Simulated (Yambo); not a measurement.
# Excitons in AlBO₃

```
CELL_PARAMETERS angstrom
      2.25274     1.30062     4.63431
     -2.25274     1.30062     4.63431
      0.00000    -2.60124     4.63431
ATOMIC_POSITIONS crystal
  B  0.75000 0.75000 0.75000
  B  0.25000 0.25000 0.25000
  O  0.75000 0.44209 0.05791
  O  0.25000 0.55791 0.94209
  O  0.05791 0.75000 0.44209
  O  0.94209 0.25000 0.55791
  O  0.44209 0.05791 0.75000
  O  0.55791 0.94209 0.25000
  Al 0.50000 0.50000 0.50000
  Al 0.00000 0.00000 0.00000
```

The geometry is that of Materials Project entry mp-8110, symmetrised and not relaxed again.

BSE in Yambo on LDA (pw.x of Quantum ESPRESSO, ONCV potentials, no spin-orbit coupling) bands: 6×6×6 mesh, 11 valence and 3 conduction bands, static screening with 53 bands and a 3 Ry block, scissor 2.73 eV, Tamm-Dancoff; field along x.

```tsv
state	energy (eV)	states within 2 meV	relative strength	class	main transitions
1	7.45	2	< 0.01	dark	several band pairs
2	7.72	1	< 0.01	dark	several band pairs
3	7.93	1	< 0.01	dark	several band pairs
4	7.97	2	0.09	weak	several band pairs
5	8.13	2	< 0.01	dark	several band pairs
6	8.15	2	1.00	strong	several band pairs
```

These are vertical excitations (zero momentum); the indirect quasiparticle gap, about 8.38 eV, is smaller than the direct one (8.59 eV on the GW mesh). The direct quasiparticle gap on this mesh is 8.52 eV; counted from there, state 1 is bound by 1.07 eV. On a 4×4×4 mesh the same difference is 1.20 eV, so it isn't converged.

Spin singlets only. Strengths are relative to the strongest of the lowest states of this run; strong means a line over 3 % of the spectrum's maximum, dark under 0.03 %. Absolute energies carry the error of the G0W0 scissor, whose convergence isn't established; the long-wavelength screening was taken along (1,1,1) although the crystal is anisotropic.
